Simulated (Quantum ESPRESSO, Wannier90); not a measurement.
Tight-binding from DFT: TaS₂ (CdI2 type)

Materials Project entry mp-1690; symmetrised, unrelaxed at this level. COD (Crystallography Open Database) has the formula in 4 space groups, this one among them (matched by group alone). Computed values, not measurements, from PBEsol: Quantum ESPRESSO (norm-conserving PseudoDojo potentials, cutoff 47 Ry, no spin polarisation, no spin-orbit coupling) on a Γ-centred 12×12×6 mesh, then Wannier90. Density: 12×12×6 mesh, cold smearing 0.01 Ry. The cell is built of weakly bound layers, chains or molecules, whose nearest atoms lie 3.70 Å apart. Database cells relaxed without dispersion often hold them too far apart, which can enlarge gaps and weakens couplings between them; spacing and stacking were not compared with the measured crystal. Spin-orbit coupling is left out although heavy elements are present.

Input w.win:

```
num_bands = 21
num_wann = 11
exclude_bands = 1-6
num_iter = 0
conv_tol = 1.0e-6
conv_window = 4
dis_num_iter = 1000
dis_conv_tol = 1.0e-6
dis_froz_max = 11.00
write_hr = true
write_u_matrices = true
begin projections
Ta: d
S: p
end projections
begin unit_cell_cart
ang
    3.3828601310    0.0000000000    0.0000000000
   -1.6914300655    2.9296428109    0.0000000000
    0.0000000000    0.0000000000    6.1679800000
end unit_cell_cart
begin atoms_frac
Ta   0.0000000000  0.0000000000  0.0000000000
S   -0.3333333333  0.3333333333 -0.2457200000
S    0.3333333333 -0.3333333333  0.2457200000
end atoms_frac
mp_grid = 12 12 6
begin kpoints
0.0000000000 0.0000000000 0.0000000000
0.0000000000 0.0000000000 0.1666666667
0.0000000000 0.0000000000 0.3333333333
... (861 more lines: the 12x12x6 mesh through Gamma)
end kpoints
```

On the energy scale of pw.x, whose zero is arbitrary, the Fermi level lies at 9.50 eV. Lines of w_hr.dat (R1 R2 R3 m n Re Im, eV) for R = 0 and one of the shortest lattice vectors, rounded to 0.01 eV, lines under 0.02 eV left out; orbitals in order: Ta1 dz2, Ta1 dxz, Ta1 dyz, Ta1 dx2-y2, Ta1 dxy, S2 pz, S2 px, S2 py, S3 pz, S3 px, S3 py.

```
    0    0    0    1    1     9.64     0.00
    0    0    0    6    1     0.76     0.00
    0    0    0    7    1    -0.51     0.00
    0    0    0    8    1     0.29     0.00
    0    0    0    9    1    -0.76     0.00
    0    0    0   10    1     0.51     0.00
    0    0    0   11    1    -0.29     0.00
    0    0    0    2    2    10.84     0.00
    0    0    0    5    2    -0.83     0.00
    0    0    0    6    2    -0.74     0.00
    0    0    0    7    2    -1.17     0.00
    0    0    0    8    2     1.09     0.00
    0    0    0    9    2     0.74     0.00
    0    0    0   10    2     1.17     0.00
    0    0    0   11    2    -1.09     0.00
    0    0    0    3    3    10.84     0.00
    0    0    0    4    3    -0.83     0.00
    0    0    0    6    3     0.43     0.00
    0    0    0    7    3     1.09     0.00
    0    0    0    8    3     0.09     0.00
    0    0    0    9    3    -0.43     0.00
    0    0    0   10    3    -1.09     0.00
    0    0    0   11    3    -0.09     0.00
    0    0    0    3    4    -0.83     0.00
    0    0    0    4    4     9.96     0.00
    0    0    0    6    4    -0.57     0.00
    0    0    0    7    4     0.09     0.00
    0    0    0    8    4     0.86     0.00
    0    0    0    9    4     0.57     0.00
    0    0    0   10    4    -0.09     0.00
    0    0    0   11    4    -0.86     0.00
    0    0    0    2    5    -0.83     0.00
    0    0    0    5    5     9.96     0.00
    0    0    0    6    5     0.99     0.00
    0    0    0    7    5     0.76     0.00
    0    0    0    8    5     0.09     0.00
    0    0    0    9    5    -0.99     0.00
    0    0    0   10    5    -0.76     0.00
    0    0    0   11    5    -0.09     0.00
    0    0    0    1    6     0.76     0.00
    0    0    0    2    6    -0.74     0.00
    0    0    0    3    6     0.43     0.00
    0    0    0    4    6    -0.57     0.00
    0    0    0    5    6     0.99     0.00
    0    0    0    6    6     7.04     0.00
    0    0    0    9    6    -0.14     0.00
    0    0    0    1    7    -0.51     0.00
    0    0    0    2    7    -1.17     0.00
    0    0    0    3    7     1.09     0.00
    0    0    0    4    7     0.09     0.00
    0    0    0    5    7     0.76     0.00
    0    0    0    7    7     7.12     0.00
    0    0    0   10    7    -0.14     0.00
    0    0    0    1    8     0.29     0.00
    0    0    0    2    8     1.09     0.00
    0    0    0    3    8     0.09     0.00
    0    0    0    4    8     0.86     0.00
    0    0    0    5    8     0.09     0.00
    0    0    0    8    8     7.12     0.00
    0    0    0   11    8    -0.15     0.00
    0    0    0    1    9    -0.76     0.00
    0    0    0    2    9     0.74     0.00
    0    0    0    3    9    -0.43     0.00
    0    0    0    4    9     0.57     0.00
    0    0    0    5    9    -0.99     0.00
    0    0    0    6    9    -0.14     0.00
    0    0    0    9    9     7.04     0.00
    0    0    0    1   10     0.51     0.00
    0    0    0    2   10     1.17     0.00
    0    0    0    3   10    -1.09     0.00
    0    0    0    4   10    -0.09     0.00
    0    0    0    5   10    -0.76     0.00
    0    0    0    7   10    -0.14     0.00
    0    0    0   10   10     7.12     0.00
    0    0    0    1   11    -0.29     0.00
    0    0    0    2   11    -1.09     0.00
    0    0    0    3   11    -0.09     0.00
    0    0    0    4   11    -0.86     0.00
    0    0    0    5   11    -0.09     0.00
    0    0    0    8   11    -0.15     0.00
    0    0    0   11   11     7.12     0.00
   -1   -1    0    1    1    -0.27     0.00
   -1   -1    0    2    1     0.13     0.00
   -1   -1    0    3    1    -0.07     0.00
   -1   -1    0    4    1    -0.21     0.00
   -1   -1    0    5    1     0.37     0.00
   -1   -1    0    6    1     0.02     0.00
   -1   -1    0    8    1    -0.08     0.00
   -1   -1    0    9    1    -0.02     0.00
   -1   -1    0   10    1    -0.07     0.00
   -1   -1    0   11    1    -0.04     0.00
   -1   -1    0    1    2     0.13     0.00
   -1   -1    0    2    2    -0.06     0.00
   -1   -1    0    3    2    -0.12     0.00
   -1   -1    0    4    2     0.28     0.00
   -1   -1    0    5    2    -0.03     0.00
   -1   -1    0    7    2    -0.03     0.00
   -1   -1    0    9    2     0.07     0.00
   -1   -1    0   10    2     0.03     0.00
   -1   -1    0    1    3    -0.07     0.00
   -1   -1    0    2    3    -0.12     0.00
   -1   -1    0    3    3    -0.20     0.00
   -1   -1    0    4    3     0.30     0.00
   -1   -1    0    5    3     0.28     0.00
   -1   -1    0    6    3     0.08     0.00
   -1   -1    0    8    3    -0.03     0.00
   -1   -1    0    9    3     0.04     0.00
   -1   -1    0   11    3     0.03     0.00
   -1   -1    0    1    4    -0.21     0.00
   -1   -1    0    2    4     0.28     0.00
   -1   -1    0    3    4     0.30     0.00
   -1   -1    0    4    4    -0.06     0.00
   -1   -1    0    5    4     0.28     0.00
   -1   -1    0    6    4     0.06     0.00
   -1   -1    0    8    4    -0.08     0.00
   -1   -1    0    9    4     0.03     0.00
   -1   -1    0   10    4     0.05     0.00
   -1   -1    0    1    5     0.37     0.00
   -1   -1    0    2    5    -0.03     0.00
   -1   -1    0    3    5     0.28     0.00
   -1   -1    0    4    5     0.28     0.00
   -1   -1    0    5    5    -0.38     0.00
   -1   -1    0    7    5     0.04     0.00
   -1   -1    0    9    5     0.05     0.00
   -1   -1    0   10    5     0.05     0.00
   -1   -1    0   11    5     0.05     0.00
   -1   -1    0    1    6     0.02     0.00
   -1   -1    0    2    6    -0.07     0.00
   -1   -1    0    3    6    -0.04     0.00
   -1   -1    0    4    6    -0.03     0.00
   -1   -1    0    5    6    -0.05     0.00
   -1   -1    0    6    6    -0.17     0.00
   -1   -1    0    7    6     0.11     0.00
   -1   -1    0    8    6     0.07     0.00
   -1   -1    0    1    7     0.07     0.00
   -1   -1    0    2    7    -0.03     0.00
   -1   -1    0    4    7    -0.05     0.00
   -1   -1    0    5    7    -0.05     0.00
   -1   -1    0    7    7     0.11     0.00
   -1   -1    0    8    7     0.25     0.00
   -1   -1    0    1    8     0.04     0.00
   -1   -1    0    3    8    -0.03     0.00
   -1   -1    0    5    8    -0.05     0.00
   -1   -1    0    6    8    -0.13     0.00
   -1   -1    0    7    8     0.52     0.00
   -1   -1    0    8    8     0.55     0.00
   -1   -1    0    1    9    -0.02     0.00
   -1   -1    0    3    9    -0.08     0.00
   -1   -1    0    4    9    -0.06     0.00
   -1   -1    0    9    9    -0.17     0.00
   -1   -1    0   11    9    -0.13     0.00
   -1   -1    0    2   10     0.03     0.00
   -1   -1    0    5   10    -0.04     0.00
   -1   -1    0    9   10     0.11     0.00
   -1   -1    0   10   10     0.11     0.00
   -1   -1    0   11   10     0.52     0.00
   -1   -1    0    1   11     0.08     0.00
   -1   -1    0    3   11     0.03     0.00
   -1   -1    0    4   11     0.08     0.00
   -1   -1    0    9   11     0.07     0.00
   -1   -1    0   10   11     0.25     0.00
   -1   -1    0   11   11     0.55     0.00
```
